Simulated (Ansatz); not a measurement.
The calculation used Ansatz 0.2.0, DFT PBE, scalar-relativistic, plane waves, PAW, and for the lanthanide a 4f-in-core norm-conserving potential. All cells share a 690 eV cutoff and Γ-centred k meshes spaced at most about 0.3 Å⁻¹ (about 0.25 or finer for metals, 2π included). No spin polarisation in the final relaxations.

All energies are static (0 K, no zero-point motion).

Two forms of TbBOs were relaxed alike.

1.

```cif
data_structure
_symmetry_space_group_name_H-M 'P6_3/mmc'
_symmetry_Int_Tables_number 194
_cell_length_a 3.6534
_cell_length_b 3.6534
_cell_length_c 8.6215
_cell_angle_alpha 90.000
_cell_angle_beta 90.000
_cell_angle_gamma 120.000
_cell_volume 99.66
loop_
_atom_site_label
_atom_site_type_symbol
_atom_site_symmetry_multiplicity
_atom_site_Wyckoff_symbol
_atom_site_fract_x
_atom_site_fract_y
_atom_site_fract_z
_atom_site_occupancy
Tb1 Tb 2 a 0.00000 0.00000 0.50000 1
B1 B 2 c 0.33333 0.66667 0.25000 1
Os1 Os 2 d 0.33333 0.66667 0.75000 1
```

2.

```cif
data_structure
_symmetry_space_group_name_H-M 'P4/nmm:1'
_symmetry_Int_Tables_number 129
_cell_length_a 3.8637
_cell_length_b 3.8637
_cell_length_c 7.2833
_cell_angle_alpha 90.000
_cell_angle_beta 90.000
_cell_angle_gamma 90.000
_cell_volume 108.73
loop_
_atom_site_label
_atom_site_type_symbol
_atom_site_symmetry_multiplicity
_atom_site_Wyckoff_symbol
_atom_site_fract_x
_atom_site_fract_y
_atom_site_fract_z
_atom_site_occupancy
Tb1 Tb 2 c 0.00000 0.50000 0.31606 1
B1 B 2 c 0.00000 0.50000 0.86050 1
Os1 Os 2 a 0.00000 0.00000 0.00000 1
```

Question: Which would you expect to be lower, and how large is the difference?

Answer: Cell 1 is lower, by 131 meV/atom. Cell 1 has space group P6_3/mmc (No. 194), 16.6 Å³/atom and no gap on its mesh; cell 2 has the matlockite type, space group P4/nmm (No. 129), 18.1 Å³/atom and no gap. Counting B atoms around Os and Tb (those within 1.25 times the shortest such distance or 1.15 times the sum of covalent radii; a plus sign parts nearer from farther groups), cell 1 has Tb 6, Os 3 and cell 2 has Tb 4+1, Os 4. The denser one is the lower, and pressure would at first widen the difference. In cell 1, Tb has 6 B at 3.02 Å, 6 Os at 3.02 Å and 6 Tb at 3.65 Å; B is surrounded by 3 Os at 2.11 Å and 6 Tb at 3.02 Å; around Os lie 3 B at 2.11 Å and 6 Tb at 3.02 Å. In cell 2, Tb is surrounded by 4 Os at 3.01 Å, 4 B at 3.02 Å, 1 B at 3.32 Å and 8 Tb at 3.83–3.86 Å; B has 4 Os at 2.18 Å, 4 Tb at 3.02 Å and 1 Tb at 3.32 Å; Os is surrounded by 4 B at 2.18 Å, 4 Os at 2.73 Å and 4 Tb at 3.01 Å. Both come from invented guesses.

Spin–orbit coupling, which can matter for Os, is left out. Cells relaxed within their symmetry can be saddle points.

The lanthanide is trivalent by construction, without f bands, f moments or other valences.
